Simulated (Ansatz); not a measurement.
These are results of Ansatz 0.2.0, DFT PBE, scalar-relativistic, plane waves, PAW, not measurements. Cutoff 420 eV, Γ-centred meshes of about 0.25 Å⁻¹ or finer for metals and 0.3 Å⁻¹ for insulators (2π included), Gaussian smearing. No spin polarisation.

All energies are static (0 K, no zero-point motion).

Compare these two cells of La₂SnO₅, each relaxed at this level.

A.

Space group I4mm (No. 107). a = 3.956 Å, b = 3.956 Å, c = 16.555 Å, α = 90.00°, β = 90.00°, γ = 90.00°
```tsv
atom	site	symmetry	x	y	z
La	2a	4mm	0.0000	0.0000	0.3563
La	2a	4mm	0.5000	0.5000	0.2000
Sn	2a	4mm	0.0000	0.0000	0.0085
O	2a	4mm	0.0000	0.0000	0.1264
O	4b	2mm.	0.0000	0.5000	0.4643
O	4b	2mm.	0.5000	0.0000	0.2766
```

B.

Space group Cmc2_1 (No. 36). a = 16.456 Å, b = 5.832 Å, c = 5.659 Å, α = 90.00°, β = 90.00°, γ = 90.00°
| atom | site | symmetry | x | y | z |
| --- | --- | --- | --- | --- | --- |
| La | 8b | 1 | 0.6757 | 0.2212 | 0.4860 |
| Sn | 4a | m.. | 0.0000 | 0.2025 | 0.4935 |
| O | 8b | 1 | 0.6016 | 0.8459 | 0.5821 |
| O | 4a | m.. | 0.0000 | 0.1193 | 0.1423 |
| O | 8b | 1 | 0.7395 | 0.5020 | 0.2440 |

Problem. Which would you expect to be lower, and how large is the difference?

Solution. A is lower, by 13 meV/atom. A has space group I4mm (No. 107), 16.2 Å³/atom and a gap of 0.82 eV on its mesh; B has space group Cmc2_1 (No. 36), 17.0 Å³/atom and a gap of 1.73 eV. Counting O atoms around La and Sn (those within 1.25 times the shortest such distance or 1.15 times the sum of covalent radii, 1.27 where that leaves under three; a plus sign parts nearer from farther groups), A has La 4+4, Sn 5 and B has La 6, Sn 4. The denser one is the lower, and pressure would at first widen the difference. In A, around La on its first site lie 4 O at 2.38 Å, 4 O at 2.67 Å and 4 Sn at 3.76 Å; around Sn lie 1 O at 1.95 Å, 4 O at 2.11 Å and 4 La at 3.76 Å; O on a site of symmetry 4mm is surrounded by 1 Sn at 1.95 Å; 3 more sites not described. In B, around La lie 4 O at 2.34–2.42 Å and 2 O at 2.56–2.62 Å; Sn is surrounded by 4 O at 1.94–2.06 Å; around O on a site of symmetry 1 lie 1 Sn at 1.94 Å and 2 La at 2.56–2.62 Å; 2 more sites not described. Both come from trial cells of a structure search, whose lowest cell (Pbam, 13.9 Å³/atom) lies 30 meV/atom below the lower of the two.

Kohn–Sham gaps at this level usually fall short of measured ones. Cells relaxed within their symmetry can be saddle points. Some structure types and database cells were kept out of the candidates from the start, so a known form may be missing.
